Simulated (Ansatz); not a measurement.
The following input was run with Ansatz 0.2.0.

```yaml
crystal:
  lattice:
    - [-6.218981, 3.83361, 2.032879]
    - [6.16451, 3.743804, -2.018705]
    - [-2.048182, -3.785513, -6.11915]
  atoms:
    - { symbol: Al, position: [0.1430585265, 0.0527255173, 0.7002193355] }
    - { symbol: Al, position: [0.66083382, 0.5469751045, 0.6977180886] }
    - { symbol: Al, position: [0.672366855, 0.8935286875, 0.6125712846] }
    - { symbol: Al, position: [0.3488540536, 0.4492089976, 0.2905026683] }
    - { symbol: Al, position: [0.3927226399, 0.7977626745, 0.19757149] }
    - { symbol: Al, position: [0.9912903204, 0.9936218077, 0.0024853434] }
    - { symbol: Al, position: [0.8047055805, 0.5982704565, 0.3887872368] }
    - { symbol: Al, position: [0.8475986532, 0.953794217, 0.3061851127] }
    - { symbol: Al, position: [0.462400473, 0.1565004861, 0.1031624847] }
    - { symbol: Al, position: [0.9438292919, 0.6326743272, 0.0912202439] }
    - { symbol: Ti, position: [0.0466565416, 0.3503308161, 0.9093098348] }
    - { symbol: Ti, position: [0.1138904126, 0.7007911368, 0.7903617009] }
    - { symbol: Ti, position: [0.2254615718, 0.4195451733, 0.5998306249] }
    - { symbol: Ti, position: [0.5831383595, 0.1892120317, 0.7953626281] }
    - { symbol: Ti, position: [0.2934748276, 0.0928675625, 0.3993669749] }
    - { symbol: Ti, position: [0.7460802709, 0.2423718871, 0.492634273] }
    - { symbol: Ti, position: [0.4975361188, 0.5072482174, 0.9883092206] }
    - { symbol: V, position: [0.56730157, 0.8724670727, 0.9349104334] }
    - { symbol: V, position: [0.2358978488, 0.7411008311, 0.4762921953] }
    - { symbol: V, position: [0.9169344712, 0.3011427267, 0.2149064306] }
basis:
  ecutwfc: 420
kpoints:
  mp_grid: { grid: [6, 6, 5] }
hamiltonian:
  xc: pbe
scf:
  occupations: { method: gaussian, width: 0.1 }
  n_extra_bands: 10
output:
  forces: true
  stress: true
  eigenvalues: true
  populations: true
  dos:
    method: { smearing: { sigma: 0.1, scheme: gaussian } }
    projected: true
    de: 0.02
  write_density: true
  write_potential: true
  elf: true
  volumetric_format: npy
```

Command:
```bash
ansatz run input.yaml --threads 4 --pin off --max-ram 9216MiB --backend cpu --events-out ev --progress --plain --runs-dir out
```

Level of theory: DFT PBE, scalar-relativistic, plane waves, PAW (Ansatz).

Part of what the program printed, abridged:

```
scf.n_extra_bands = 10 over 77 filled bands (N_el = 153.0): the run solves 87 bands
Pseudopotentials: kind: paw
Pseudopotential: Al, paw, valence charge 3, recommended cutoff 420 eV (normal)
Pseudopotential: Ti, paw, valence charge 12, recommended cutoff 420 eV (normal)
Pseudopotential: V, paw, valence charge 13, recommended cutoff 420 eV (normal)
Functional definition: PBE
Crystal: 20 atoms, lattice volume = 318.604 Å³
Basis set: ecut = 420 eV, 6249 PW (Γ), exchange–correlation on 108×108×108 points (8 copies of the dense FFT grid, shifted against one another)
Bands: 87, of which v1, the nominal top of the filled ones, is band 77 counted from 1 (76 counted from 0)
Symmetry: 1 space group operations
Space group: P1 (ITA 1), of the structure as read, at distance tolerance 6.8e-5 Å
k-points: 92 of 180 (time reversal used)
Initial density: superposition of atomic densities (neutral atoms: chi_scale 0, normalization atom), corrected by the library's trained network
Initial wavefunctions: pseudopotential atomic-orbital guess
Functional: x = pbe(κ = 0.804, μ = 0.21951497), c = pbe(β = 0.06672455)
SCF iter   1: F=—  HF=-31614.060480 eV  |F-HF|=—  |Δ(HF+E_count)|=         —  Δρ=7.22e-3  dr2=3.39e-1  ethr=1.77e-3  ⟨swp⟩=5.6  Hψ=29979  notcnv=0
SCF iter   2: F=—  HF=-31614.049658 eV  |F-HF|=—  |Δ(HF+E_count)|=   1.08e-2  Δρ=3.23e-3  dr2=4.81e-2  ethr=2.21e-4  ⟨swp⟩=1.1  Hψ=9489  notcnv=0
SCF iter   3: F=—  HF=-31614.045586 eV  |F-HF|=—  |Δ(HF+E_count)|=   4.07e-3  Δρ=1.05e-3  dr2=4.99e-3  ethr=3.14e-5  ⟨swp⟩=2.0  Hψ=9711  notcnv=0
SCF iter   4: F=—  HF=-31614.045101 eV  |F-HF|=—  |Δ(HF+E_count)|=   4.85e-4  Δρ=3.11e-4  dr2=3.96e-4  ethr=3.26e-6  ⟨swp⟩=2.0  Hψ=10190  notcnv=0
SCF iter   5: F=—  HF=-31614.045048 eV  |F-HF|=—  |Δ(HF+E_count)|=   5.32e-5  Δρ=7.31e-5  dr2=1.90e-5  ethr=2.59e-7  ⟨swp⟩=2.0  Hψ=11103  notcnv=0
SCF iter   6: F=—  HF=-31614.044959 eV  |F-HF|=—  |Δ(HF+E_count)|=   8.84e-5  Δρ=2.78e-5  dr2=3.26e-6  ethr=1.24e-8  ⟨swp⟩=2.0  Hψ=10880  notcnv=0  defer=1
SCF iter   7: F=—  HF=-31614.044959 eV  |F-HF|=—  |Δ(HF+E_count)|=   2.51e-7  Δρ=7.61e-6  dr2=2.75e-7  ethr=2.13e-9  ⟨swp⟩=2.0  Hψ=9792  notcnv=0  defer=1
SCF iter   8: F=-31614.044959 eV  HF=-31614.044959 eV  |F-HF|=3.27e-8  |Δ(HF+E_count)|=   1.62e-8  Δρ=2.76e-6  dr2=3.94e-8  ethr=6.54e-11  ⟨swp⟩=15.7  Hψ=49512  notcnv=0
SCF 1 converged in 8 iterations: F = -31614.044959 eV  dr2 = 3.94e-8
SCF converged after 8 iterations
Free energy (F): -31614.044959 eV
Harris-Foulkes:  -31614.044959 eV  (|F-HF|=3.27e-8)
Internal energy: -31613.955517 eV  (E = F + TS)
E sigma→0 (E₀):  -31614.000238 eV
Entropy (-TS):   -0.089442 eV (-4.472 meV/atom)
Fermi energy:    11.171541 eV
--- Per-component energies (eV) ---
  E_band       = -1725.466344
  E_kinetic    = 3149.932606
  E_local      = -13058.321644  (includes V_loc(G=0)·N_el)
  E_nonlocal   = 27.870549
  E_hartree    = 5814.334316
  E_xc         = -1473.789086
  E_vxc        = -1642.912870  (∫ρ·V_xc dr)
  E_paw        = -15348.737098  (= ΣΔE_a)
  E_vpaw       = -1830.707661  (= ΣTr[D̂ρ^β])
  E_aug_tail   = 0.001644  (compensation charges beyond the density's cutoff)
  E_ewald      = -10725.246804
  E_smearing   = -0.089442  (= −TS)
--- Forces (eV/Å), atoms counted from 1 ---
  atom   1  Al    -0.00270185    -0.00429180    -0.00277290
  atom   2  Al    -0.01020000     0.01351281    -0.00642037
  atom   3  Al    -0.01830451    -0.00863065    -0.00587176
  atom   4  Al     0.00163099     0.00176555     0.00148919
  atom   5  Al    -0.00434805    -0.01162229     0.00682687
  atom   6  Al    -0.00120751    -0.00906933     0.01079287
  atom   7  Al     0.00405406    -0.00443790     0.00290562
  atom   8  Al    -0.01235480    -0.00040545    -0.00377552
  atom   9  Al     0.00184321     0.01161352     0.00323686
  atom  10  Al     0.02352731    -0.01106768     0.00400145
  atom  11  Ti     0.00218370    -0.00699851     0.01743618
  atom  12  Ti     0.00763774    -0.01181269     0.00337059
  atom  13  Ti     0.00518964     0.02080017    -0.01033661
  atom  14  Ti     0.00933720     0.00035729     0.00445462
  atom  15  Ti    -0.00782462     0.00051364    -0.00949561
  atom  16  Ti     0.01918536     0.00544200    -0.00288043
  atom  17  Ti    -0.01058679     0.00763795    -0.00160838
  atom  18  V      0.00253575     0.03055497    -0.00373264
  atom  19  V     -0.00791343    -0.01231951    -0.00591078
  atom  20  V     -0.00166631    -0.01156306    -0.00171595
--- Stress (GPa, compression-positive) ---
       -0.025095       0.009112      -0.028270
        0.009111      -0.038529       0.041094
       -0.028270       0.041094       0.010688
  P = ⅓ Tr σ = -0.0176 GPa (-0.176 kbar)
--- Band table (eV; the first three rows and the last of 92) ---
  k-point 0: bands = ["-52.7780", "-52.7169", "-52.6758", "-45.4845", "-45.4016", "-45.3729", "-45.3551", "-45.3438", "-45.3025", "-45.2782", "-26.7842", "-26.7134", "-26.6614", "-26.6241", "-26.5648", "-26.5521", "-26.4990", "-26.4936", "-26.3617", "-21.9070", "-21.8307", "-21.8249", "-21.8047", "-21.7894", "-21.7642", "-21.7397", "-21.7269", "-21.6948", "-21.6686", "-21.6659", "-21.6483", "-21.6249", "-21.5685", "-21.5489", "-21.5450", "-21.5392", "-21.4815", "-21.4614", "-21.4404", "-21.3921", "1.7164", "4.6044", "4.6261", "4.9552", "5.0133", "5.2477", "5.5836", "6.0680", "6.5438", "6.6773", "6.9716", "7.5056", "7.6323", "8.0693", "8.3818", "8.8976", "9.0191", "9.1474", "9.4527", "9.5885" ...
  k-point 1: bands = ["-52.7779", "-52.7171", "-52.6757", "-45.4845", "-45.4016", "-45.3729", "-45.3551", "-45.3438", "-45.3025", "-45.2782", "-26.7850", "-26.7142", "-26.6611", "-26.6239", "-26.5620", "-26.5498", "-26.5033", "-26.4933", "-26.3616", "-21.9073", "-21.8311", "-21.8244", "-21.8050", "-21.7888", "-21.7635", "-21.7394", "-21.7270", "-21.6946", "-21.6687", "-21.6660", "-21.6485", "-21.6251", "-21.5685", "-21.5488", "-21.5450", "-21.5395", "-21.4824", "-21.4614", "-21.4402", "-21.3922", "1.8523", "3.8018", "4.6692", "4.9061", "5.1864", "5.5706", "5.7645", "6.0908", "6.4623", "6.6535", "7.3804", "7.5117", "7.7909", "7.8890", "8.5449", "8.8260", "8.8701", "9.2296", "9.3649", "9.5256" ...
  k-point 2: bands = ["-52.7778", "-52.7175", "-52.6755", "-45.4845", "-45.4016", "-45.3729", "-45.3552", "-45.3437", "-45.3025", "-45.2782", "-26.7864", "-26.7153", "-26.6607", "-26.6237", "-26.5593", "-26.5419", "-26.5121", "-26.4934", "-26.3613", "-21.9077", "-21.8317", "-21.8236", "-21.8053", "-21.7880", "-21.7624", "-21.7389", "-21.7270", "-21.6943", "-21.6688", "-21.6662", "-21.6487", "-21.6254", "-21.5685", "-21.5485", "-21.5451", "-21.5398", "-21.4840", "-21.4612", "-21.4398", "-21.3923", "2.2265", "3.0124", "4.4698", "4.9647", "5.2923", "5.6275", "5.8015", "6.3081", "6.5663", "6.9607", "7.1959", "7.7857", "7.9664", "8.3112", "8.3623", "8.6183", "9.1065", "9.1727", "9.2427", "9.3817" ...
  k-point 91: bands = ["-52.7778", "-52.7175", "-52.6755", "-45.4843", "-45.3981", "-45.3808", "-45.3492", "-45.3441", "-45.3064", "-45.2757", "-26.7864", "-26.7153", "-26.6607", "-26.6237", "-26.5593", "-26.5419", "-26.5121", "-26.4934", "-26.3613", "-21.9136", "-21.8274", "-21.8176", "-21.8003", "-21.7807", "-21.7687", "-21.7605", "-21.7291", "-21.6888", "-21.6743", "-21.6615", "-21.6409", "-21.6318", "-21.5706", "-21.5438", "-21.5394", "-21.5172", "-21.4813", "-21.4613", "-21.4531", "-21.4057", "2.6657", "3.2610", "3.6593", "4.1614", "4.9365", "5.1812", "6.2337", "6.8530", "7.2092", "7.6443", "7.7570", "7.8392", "8.1129", "8.2250", "8.4971", "8.6962", "8.8774", "8.9334", "9.0000", "9.2869 ...
--- Löwdin populations: 20 sites ---
  site symbol q [e]
     0     Al      3.3706
     1     Al      3.3680
     2     Al      3.2540
     3     Al      3.3223
     4     Al      3.3238
     5     Al      3.2205
     6     Al      3.1941
     7     Al      3.3206
     8     Al      3.3695
     9     Al      3.3512
    10     Ti     11.5722
    11     Ti     11.5787
    12     Ti     11.5886
    13     Ti     11.5549
    14     Ti     11.5418
    15     Ti     11.5819
    16     Ti     11.5353
    17      V     12.5934
    18      V     12.6089
    19      V     12.5683
  spilling = 0.007722 (of n_electrons = 153.000000)
```

The calculation finished and met its thresholds.

Time: 69 s on 4 threads of Intel(R) Xeon(R) Platinum 8488C (Sapphire Rapids), with other jobs on the host, peak memory 2.1 GiB.